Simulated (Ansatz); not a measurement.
## AuCu3-type SrOs3

Computed with Ansatz (plane waves, PAW, 420 eV cutoff): PBEsol, scalar-relativistic, no spin polarisation, 8×8×8 k-mesh, Gaussian smearing of 0.05 eV. The datasets are Ansatz's generated set soft_2.

```yaml
crystal:
  lattice:
    - [4.06853, 0.00000, 0.00000]
    - [0.00000, 4.06853, 0.00000]
    - [0.00000, 0.00000, 4.06853]
  atoms:
    - { symbol: Sr, position: [0.00000, 0.00000, 0.00000] }
    - { symbol: Os, position: [0.00000, 0.50000, 0.50000] }
    - { symbol: Os, position: [0.50000, 0.50000, 0.00000] }
    - { symbol: Os, position: [0.50000, 0.00000, 0.50000] }
```

This is a trial structure made by placing the elements on a prototype's sites, so it needn't be the stable form.

The cell has space group Pm-3m (read at 0.01 Å). In it the stress is 0.01, 0.01, 0.01, 0.00, 0.00, 0.00 GPa and the largest force component 0.000 eV/Å. Each change below starts from this cell, without further relaxation. Stress is in GPa, positive in compression, in the order xx, yy, zz, yz, xz, xy; energies are counted from the cell above and are free energies with the smearing's entropy, which match forces and stress in a metal.

Q: What happens when atom 2 (Os) is moved by 0.05 Å along y?

A: The energy changes by 5.9 meV per cell, and the force on it along the shift is -0.237 eV/Å (−F/u = 4.74 eV/Å²). Stress: 0.06, 0.03, 0.14, 0.00, 0.00, 0.00.
| atom | Fx (eV/Å) | Fy | Fz |
| --- | --- | --- | --- |
| Sr1 | 0.000 | 0.410 | 0.000 |
| Os2 | 0.000 | -0.237 | 0.000 |
| Os3 | 0.000 | -0.138 | 0.000 |
| Os4 | 0.000 | -0.036 | 0.000 |
In a harmonic crystal the energy would rise by −½F·u = ½ × 4.74 × 0.05² eV = 5.9 meV, which matches.

Q: What stress follows from an engineering strain of 1 % in zz, atoms carried along?

A: -1.57, -1.57, -2.58, 0.00, 0.00, 0.00 GPa; the energy changes by 5.5 meV per cell.
The change of the stress over the strain gives a clamped-atom stiffness of about 259 GPa for this component, a secant value that lies under the elastic constant in tension and over it in compression, by several per cent for each per cent of strain.
In a harmonic crystal the energy would rise by V(½Cε² − σ₀ε), with σ₀ the stress of the unstrained cell, = 5.4 meV, which matches.

For elements this heavy, spin–orbit coupling would shift levels and gaps; it isn't included here.
